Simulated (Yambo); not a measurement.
A G0W0@PBEsol run in Yambo for K₂Se (anti-fluorite, space group Fm-3m, No. 225) (2×2×2 Γ-centred k mesh, bands 11 to 320 and a 7 Ry block in the screening, 320 bands in G with the Bruneval-Gonze terminator, plasmon pole fitted at 27.2 eV) gives these matrix elements, in eV, at the band edges (X → Γ):

```csv
state,E0,<Vxc>,<Σx>,<Σc(E0)>,Z
valence edge,0.000,-12.193,-15.931,1.653,0.801
conduction edge,2.018,-6.683,-3.292,-3.050,0.841
```

Question: Solve the linearised quasiparticle equation for both states, give the gap, and say how exchange and correlation each act on it.

Answer: E = E0 + Z(Σx + Σc − Vxc). Valence: 0.000 + 0.801 × (-15.931 + (1.653) − (-12.193)) = -1.67 eV. Conduction: 2.018 + 0.841 × (-3.292 + (-3.050) − (-6.683)) = 2.31 eV. The gap is 3.97 eV, against 2.02 eV in PBEsol. Replacing Vxc by bare exchange alone would open it by 7.13 eV; correlation takes back 4.70 eV of that, and Z scales what is left. Nearest settings tried, and what they do to the gap: 202 bands in W, 202 bands in G: -41 meV; 6 Ry block (181 vectors against 283): -64 meV. Not varied: mesh. So the settings aren't converged at that level. The k mesh is coarse. 

The standard potential for Se keeps a d shell in the valence without the s and p states of that shell. In tests on such compounds this moved G0W0 gaps by up to about 0.9 eV, so absolute quasiparticle energies here are unreliable; differences between settings are what counts.

Spin-orbit coupling is included.

Geometry relaxed with PBEsol; primitive cell a = 5.380 Å, b = 5.380 Å, c = 5.380 Å, α = 60.00°, β = 60.00°, γ = 60.00°.
